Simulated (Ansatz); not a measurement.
Q: Y (hcp (Mg type), space group No. 194) is relaxed with the program Ansatz at the r²SCAN+D4 level (PAW). What lattice parameters of the conventional cell result?

A: a = 3.676 Å, c = 5.676 Å.

Space group P6_3/mmc (hcp (Mg type)). The cell was relaxed with r²SCAN+D4 under the symmetry of its start. The run is not spin-polarised. The pairwise dispersion correction was not fitted to metals. Axis ratios of metals converge slowly with the k-mesh, so a and c are less sure than the volume.

Potentials: the earlier of the program's two PAW sets.
